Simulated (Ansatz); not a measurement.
Surface calculation: bcc K (111), 1 layer

The slab is cut from the bcc crystal, the stable phase, as relaxed on PAW files (71.32 Å³/atom), with 20 Å of vacuum and a dipole correction:

```xyz
1
Lattice="7.3893 0.0000 0.0000 -3.6946 6.3993 0.0000 0.0000 0.0000 20.0000" Properties=species:S:1:pos:R:3 pbc="T T T"
K     0.0000    0.0000   10.0000
```

All numbers are PBEsol results (scalar-relativistic) from Ansatz 0.2.0, with a Γ-centred 6×6×1 k mesh, Fermi–Dirac smearing of 0.1 eV, no spin polarisation. Methods: LAPW: all electrons, basis error target 1 meV/atom; PAW: frozen-core files, cutoff 420 eV.

The bulk energy comes from a cell in the slab's orientation on a 6×6×8 mesh. The surface energy is (E(slab) − N·E(bulk))/2A at zero smearing, the mean of both faces; thin slabs carry quantum-size effects.

The PAW files were made under PBE. The cell is 1×1, so reconstructions are forbidden, and in slabs of four or five layers the relaxations can be far larger than at a real surface.

As cut, the LAPW slab lies 0.836 eV above 1 atom of bulk. What surface energy is that?

Over two faces of 47.29 Å² it is 8.8 meV/Å², and times 16.02 J/m² per eV/Å² that gives γ = 0.142 J/m².

| method | γ as cut (J/m²) | Φ as cut (eV) |
| --- | --- | --- |
| LAPW | 0.142 | ? |

Give the missing entry: row "LAPW", column "Φ as cut (eV)".

2.39.

What changes if the vacuum is set to 7 Å?

LAPW then gives: no gap, work function 1.63 (top) and 2.54 (bottom) eV; PAW: no gap, work function 2.67 (top) and 2.72 (bottom) eV. The program warns that the vacuum is too thin.

What changes if the images along the normal are cut off in place of the dipole correction?

LAPW then gives: no gap, work function 2.39 eV; PAW: no gap, work function 2.39 eV.
